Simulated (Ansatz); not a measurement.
# Relaxation path: P

DFT, r2SCAN, PAW with Ansatz's default frozen-core files, scalar-relativistic (Ansatz 0.2.0); a Γ-centred 11×11×8 k mesh, Fermi–Dirac smearing of 0.05 eV, no spin polarisation. The run relaxes cell and atoms at a target pressure of 0 GPa.

Command: `ansatz run input.yaml --threads 4 --pin off --max-ram 10240MiB --backend cpu --events-out ev --progress --plain --runs-dir out` It took 54 s on 4 threads of Arm Neoverse V1, with other jobs on the host, peak memory 0.87 GiB.

```yaml
crystal:
  lattice:
    - [1.655, -5.25, 0.0]
    - [1.655, 5.25, 0.0]
    - [0.0, 0.0, 4.38]
  atoms:
    - { symbol: P, position: [0.098, 0.902, 0.09] }
    - { symbol: P, position: [0.598, 0.402, 0.41] }
    - { symbol: P, position: [0.902, 0.098, 0.91] }
    - { symbol: P, position: [0.402, 0.598, 0.59] }
kpoints:
  mp_grid: { grid: [11, 11, 8] }
scf:
  occupations: { method: fermi_dirac, width: 0.05 }
hamiltonian:
  xc: r2scan
  pseudopotentials: { kind: paw }
output:
  forces: true
  stress: true
  write_density: true
  write_potential: true
  elf: true
  volumetric_format: npy
relax:
  f_tol: 0.003
  max_steps: 80
  cell: {}
```

Each step lists its free energy a cell above the last geometry, the pressure, the cell vectors (Å), and Cartesian positions (Å) with forces (eV/Å).

The first step:

```
step 1  dF = 105.52 meV  P = 5.08 GPa
  cell 1.6550 -5.2500 0.0000  1.6550 5.2500 0.0000  0.0000 0.0000 4.3800
  P 1.6550 4.2210 0.3942   0.0000 -0.4042 -0.6474
  P 1.6550 -1.0290 1.7958   0.0000 -0.4042 0.6474
  P 1.6550 -4.2210 3.9858   0.0000 0.4042 0.6474
  P 1.6550 1.0290 2.5842   0.0000 0.4042 -0.6474
```

The PAW files were made under PBE.

Task: Where does the relaxation end, and by which steps?

Result: After 6 geometries, with conventional a, b, c = 3.299, 11.019, 4.556 Å, at 20.703 Å³/atom (+8.80 % against the start) in space group Cmce, with a shortest distance of 2.211 Å. The further steps:
```
step 2  dF = 18.73 meV  P = 2.18 GPa
  cell 1.6266 -5.4923 0.0000  1.6266 5.4923 0.0000  0.0000 0.0000 4.5420
  P 1.6266 4.4530 0.3976   0.0000 -0.2422 0.0361
  P 1.6266 -1.0393 1.8733   0.0000 -0.2422 -0.0361
  P 1.6266 -4.4530 4.1443   0.0000 0.2422 -0.0361
  P 1.6266 1.0393 2.6686   0.0000 0.2422 0.0361
step 3  dF = 2.62 meV  P = -0.51 GPa
  cell 1.6597 -5.5146 0.0000  1.6597 5.5146 0.0000  0.0000 0.0000 4.5694
  P 1.6597 4.4646 0.4094   0.0000 0.0103 -0.0429
  P 1.6597 -1.0500 1.8754   0.0000 0.0103 0.0429
  P 1.6597 -4.4646 4.1601   0.0000 -0.0103 0.0429
  P 1.6597 1.0500 2.6941   0.0000 -0.0103 -0.0429
step 4  dF = 0.07 meV  P = -0.02 GPa
  cell 1.6498 -5.5095 0.0000  1.6498 5.5095 0.0000  0.0000 0.0000 4.5639
  P 1.6498 4.4590 0.4051   0.0000 -0.0066 -0.0017
  P 1.6498 -1.0505 1.8768   0.0000 -0.0066 0.0017
  P 1.6498 -4.4590 4.1588   0.0000 0.0066 0.0017
  P 1.6498 1.0505 2.6871   0.0000 0.0066 -0.0017
step 5  dF = 0.01 meV  P = 0.01 GPa
  cell 1.6495 -5.5126 0.0000  1.6495 5.5126 0.0000  0.0000 0.0000 4.5573
  P 1.6495 4.4611 0.4036   0.0000 0.0012 -0.0054
  P 1.6495 -1.0515 1.8750   0.0000 0.0012 0.0054
  P 1.6495 -4.4611 4.1537   0.0000 -0.0012 0.0054
  P 1.6495 1.0515 2.6823   0.0000 -0.0012 -0.0054
step 6  dF = 0.00 meV  P = 0.00 GPa
  cell 1.6497 -5.5093 0.0000  1.6497 5.5093 0.0000  0.0000 0.0000 4.5556
  P 1.6497 4.4577 0.4030   0.0000 0.0003 -0.0003
  P 1.6497 -1.0516 1.8748   0.0000 0.0003 0.0003
  P 1.6497 -4.4577 4.1525   0.0000 -0.0003 0.0003
  P 1.6497 1.0516 2.6808   0.0000 -0.0003 -0.0003
step 7  dF = -0.62 meV  P = 0.00 GPa  (same geometry on a basis chosen anew; earlier energies don't compare to the last digit)
  cell 1.6497 -5.5093 0.0000  1.6497 5.5093 0.0000  0.0000 0.0000 4.5556
  P 1.6497 4.4577 0.4030   0.0000 0.0003 -0.0004
  P 1.6497 -1.0516 1.8748   0.0000 0.0003 0.0004
  P 1.6497 -4.4577 4.1525   0.0000 -0.0003 0.0004
  P 1.6497 1.0516 2.6808   0.0000 -0.0003 -0.0004
```
